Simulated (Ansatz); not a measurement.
**TiO2 with Sb replacing Ti: gradients before and after relaxing the atoms**

Start: a supercell of TiO2 (rutile type, P4_2/mnm) built from a structure deposited in the COD, with all atoms left at the host's positions.

Space group Pmmm (No. 47); a = 6.4944, b = 6.4944, c = 8.8722 Å.

| site | Wyckoff | site symmetry | x | y | z |
| --- | --- | --- | --- | --- | --- |
| Sb | 1a | mmm | 0.0000 | 0.0000 | 0.0000 |
| Ti2 | 2q | mm2 | 0.0000 | 0.0000 | 0.3333 |
| Ti4 | 1f | mmm | 0.5000 | 0.5000 | 0.0000 |
| Ti5 | 2t | mm2 | 0.5000 | 0.5000 | 0.3333 |
| Ti7 | 2s | mm2 | 0.5000 | 0.0000 | 0.1667 |
| Ti8 | 1d | mmm | 0.5000 | 0.0000 | 0.5000 |
| Ti10 | 2r | mm2 | 0.0000 | 0.5000 | 0.1667 |
| Ti11 | 1g | mmm | 0.0000 | 0.5000 | 0.5000 |
| O13 | 2i | 2mm | 0.3050 | 0.0000 | 0.0000 |
| O14 | 4w | .m. | 0.3050 | 0.0000 | 0.3333 |
| O16 | 2k | 2mm | 0.8050 | 0.5000 | 0.0000 |
| O17 | 4x | .m. | 0.8050 | 0.5000 | 0.3333 |
| O19 | 4v | m.. | 0.5000 | 0.3050 | 0.1667 |
| O20 | 2p | m2m | 0.5000 | 0.3050 | 0.5000 |
| O22 | 4u | m.. | 0.0000 | 0.8050 | 0.1667 |
| O23 | 2n | m2m | 0.0000 | 0.8050 | 0.5000 |

One atom of each set is listed.

Method: Kohn–Sham DFT in Ansatz, PBE, plane waves and PAW, scalar-relativistic, 420 eV cutoff, Γ-centred 3×3×2 k-points, Fermi–Dirac smearing 0.01 eV, cell charge +1.

The largest force at the start is 2.2 eV/Å. Relaxing the ions at fixed cell moves them by 0.058 Å at most (atom 3, Ti) and 0.022 Å rms.

```json
{"site": "Sb", "moved (Å)": "0.000", "first shell before": "6 O at 1.95–1.98 Å", "first shell after": "6 O at 1.98 Å", "V_zz before (10²¹ V/m²)": "5.38", "η before": "0.78"}
{"site": "Ti2", "moved (Å)": "0.058", "first shell before": "6 O at 1.95–1.98 Å", "first shell after": "6 O at 1.90–1.98 Å", "V_zz before (10²¹ V/m²)": "-2.44", "η before": "0.32"}
{"site": "Ti7", "moved (Å)": "0.048", "first shell before": "6 O at 1.95–1.98 Å", "first shell after": "6 O at 1.92–1.98 Å", "V_zz before (10²¹ V/m²)": "-1.65", "η before": "0.24"}
{"site": "Ti8", "moved (Å)": "0.000", "first shell before": "6 O at 1.95–1.98 Å", "first shell after": "6 O at 1.95–1.97 Å", "V_zz before (10²¹ V/m²)": "-1.90", "η before": "0.03"}
{"site": "Ti10", "moved (Å)": "0.003", "first shell before": "6 O at 1.95–1.98 Å", "first shell after": "6 O at 1.95–1.97 Å", "V_zz before (10²¹ V/m²)": "-2.74", "η before": "0.69"}
{"site": "Ti11", "moved (Å)": "0.000", "first shell before": "6 O at 1.95–1.98 Å", "first shell after": "6 O at 1.94–1.98 Å", "V_zz before (10²¹ V/m²)": "-2.45", "η before": "0.59"}
{"site": "O13", "moved (Å)": "0.004", "first shell before": "2 Ti at 1.95 Å, 1 Sb at 1.98 Å", "first shell after": "2 Ti at 1.98 Å, 1 Sb at 1.98 Å", "V_zz before (10²¹ V/m²)": "7.94", "η before": "0.49"}
{"site": "O19", "moved (Å)": "0.009", "first shell before": "3 Ti at 1.95–1.98 Å", "first shell after": "3 Ti at 1.95–1.97 Å", "V_zz before (10²¹ V/m²)": "2.34", "η before": "0.86"}
{"site": "O22", "moved (Å)": "0.032", "first shell before": "2 Ti at 1.95–1.98 Å, 1 Sb at 1.95 Å", "first shell after": "2 Ti at 1.97–1.98 Å, 1 Sb at 1.98 Å", "V_zz before (10²¹ V/m²)": "7.06", "η before": "0.75"}
{"site": "O23", "moved (Å)": "0.003", "first shell before": "3 Ti at 1.95–1.98 Å", "first shell after": "3 Ti at 1.90–1.98 Å", "V_zz before (10²¹ V/m²)": "-2.66", "η before": "0.82"}
```

Question: How do the gradients change?

Answer: 

```
site  V_zz after  η after  change of V_zz
  Sb       -2.72     0.23               –
 Ti2       -2.30     0.00           +0.14
 Ti7       -1.41     0.64           +0.24
 Ti8       -1.21     0.92           +0.69
Ti10       -2.11     0.04           +0.63
Ti11        3.20     0.94               –
 O13        8.48     0.53           +0.54
 O19        2.35     0.92           +0.01
 O22        7.21     0.76           +0.15
 O23        2.62     0.83               –
```

The largest change of V_zz along a kept axis is on Ti8, from -1.90 to -1.21. The whole tensor moves most on Sb, by 4.33 along its most changed direction. In per cent, |V_zz| changes by -36 to -6 on Ti, 0 to +7 on O (all sites that start above 0.5, bar those whose gradient vanishes or changes sign or whose main axis turns by over 40°). Where |V_zz| stays above 0.1 and the axes keep their order, η moves most on Ti8, from 0.03 to 0.92. On Sb, O23, Ti11 the largest principal value lies along another axis in the second run, so the two V_zz can't be compared directly. The table leaves out 6 of the 16 sites, with |V_zz| up to 2.71; their tensors move by 0.33 at most along any direction. The statements above cover all sites.

The defect repeats with the cell of 36 atoms, so it feels its images: sites between two images don't show the values beside a lone defect, and zeros or small values of η there can come from the images' arrangement. O and Ti carry a gradient in the pure host already, so the values there aren't the defect's effect alone. A uniform background compensates the cell's charge. Without spin–orbit coupling (the program notes it for Sb) the gradients are little affected as a rule: paired runs on crystals with a gap mostly move them by under 2 % at such atoms. With these PAW files V_zz is typically within 2 to 3 % of all-electron values, but misses above 10 % occur on Sb.
Before: The cell keeps the host's lattice, where the PBE pressure is 10 GPa (in a charged cell this depends on the convention for the mean potential). The neighbours have not yet relaxed around the defect (largest force 2.2 eV/Å), so a real crystal will differ.
After: The relaxation keeps the site symmetry mmm of the start, so the impurity can't leave its site; a start off the site could end lower. The cell keeps the host's lattice, where the PBE pressure is 9 GPa (in a charged cell this depends on the convention for the mean potential).
